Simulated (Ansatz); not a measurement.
## What DFT gives for HfSnO₄

```
Hf Sn O
1.0
    -3.48957    3.48957    3.16607
     3.48957   -3.48957    3.16607
     3.48957    3.48957   -3.16607
Hf Sn O
2 2 8
Direct
  0.87500 0.12500 0.75000
  0.12500 0.87500 0.25000
  0.37500 0.62500 0.75000
  0.62500 0.37500 0.25000
  0.26030 0.19480 0.06550
  0.19480 0.62930 0.93450
  0.62930 0.19480 0.43450
  0.19480 0.26030 0.56550
  0.73970 0.80520 0.93450
  0.80520 0.73970 0.43450
  0.37070 0.80520 0.56550
  0.80520 0.37070 0.06550
```

Single point in Ansatz 0.2.0 with r2SCAN, no spin polarisation. Cutoff 500 eV, PAW datasets, 6×6×6 Γ-centred k mesh, fermi-dirac filling (width 0.1 eV).

What is the band gap?

The gap is 4.75 eV, direct at the points sampled. A semilocal functional usually gives too small a gap.

What do density and ELF say about some of the short contacts?

Sn–O at 1.72 Å: least valence density 1.36 e/Å³ and ELF 0.25 there. Hf–O at 2.25 Å: least valence density 0.47 e/Å³ and ELF 0.20 there. Both are smooth PAW fields, read partly inside the augmentation spheres.

Where is the largest force?

The largest is on O5 (and as large on other atoms): 11.41 eV/Å, components (0.00, -8.30, -7.83). It makes 178° with the line to a nearest neighbour, Sn4 at 1.72 Å, pointing away from it.

Is it stable against the elements?

-1.84 eV an atom against the elements' usual phases (free molecules for gases, crystals otherwise, with no correction for O₂ or N₂), so it is bound against them; other compounds may still compete. Relaxing would lower it.

Origin: a known structure type with other elements, at an estimated volume, so it need not be a known compound. Caveats: no spin-orbit coupling, which can shift this gap by tenths of an eV; atoms or cell far from equilibrium.
